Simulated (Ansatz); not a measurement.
## Y₃AlN₄: rattling a relaxed structure

The structure comes from a generated guess, relaxed at this level; another structure or a mixture of phases may lie lower.

Method: Ansatz 0.2.0, DFT PBE, scalar-relativistic, plane waves, PAW. Cutoff 420 eV; k points 10×8×6 on the computed 8-atom cell (Γ-centred); Gaussian smearing, width 0.02 eV; no spin polarisation.

The cell below (8 atoms, space group Pmmm (No. 47)) is relaxed within its symmetry.

```
CELL_PARAMETERS angstrom
3.33815 0.00000 0.00000
0.00000 4.82421 0.00000
0.00000 0.00000 6.67045
ATOMIC_POSITIONS crystal
Y 0.50000 0.50000 0.24038
Y 0.00000 0.00000 0.50000
Y 0.50000 0.50000 0.75962
Al 0.00000 0.00000 0.00000
N 0.00000 0.50000 0.50000
N 0.50000 0.00000 0.77442
N 0.00000 0.50000 0.00000
N 0.50000 0.00000 0.22558
```

For the test it was strained at random (σ = 1.5 % a component), the atoms were moved at random (σ = 0.05 Å), and all was relaxed again on a coarse 4×4×2 mesh (in the run’s order of axes) with 0.10 eV smearing, with no symmetry imposed.

Task: Is the structure stable against such a distortion?

Result: It doesn't return. The energy falls by 54 meV/atom on that mesh, the volume changes by 5.7 %, and the end has space group Pm (No. 6) at a loose tolerance. Relaxed again on an 8×4×6 mesh with 0.02 eV smearing, the new structure lies 50 meV/atom below the first (mesh in the axes of the run's cell; the cell below is made exact in the group named). Space group Pm (No. 6), monoclinic, a = 3.422 Å, b = 6.684 Å, c = 4.953 Å, β = 91.4°. Y on a site of symmetry 1 has 5 N at 2.35–2.46 Å, 1 N at 2.62 Å, 1 Al at 3.00 Å, 6 Y at 3.27–3.42 Å and 1 Al at 3.34 Å; Y on a site of symmetry m is surrounded by 6 N at 2.37–2.54 Å; Al is surrounded by 3 N at 1.89–1.90 Å, 2 Y at 3.00 Å, 2 N at 3.02 Å, 1 N at 3.20 Å, 4 Y at 3.34–3.43 Å, 2 Al at 3.42 Å and 1 N at 3.43 Å; N on a site of symmetry m has 6 Y at 2.37–2.54 Å; 2 more sites not described.

```
Y Al N
1.0
     3.42235    0.00000    0.00000
     0.00000    6.68378    0.00000
    -0.12395    0.00000    4.95168
Y Al N
3 1 4
Direct
  0.49676 0.74456 0.48647
  0.96416 0.00000 0.99011
  0.49676 0.25544 0.48647
  0.17345 0.50000 0.93729
  0.97856 0.00000 0.50356
  0.44093 0.25615 0.01326
  0.00850 0.50000 0.56957
  0.44093 0.74385 0.01326
```
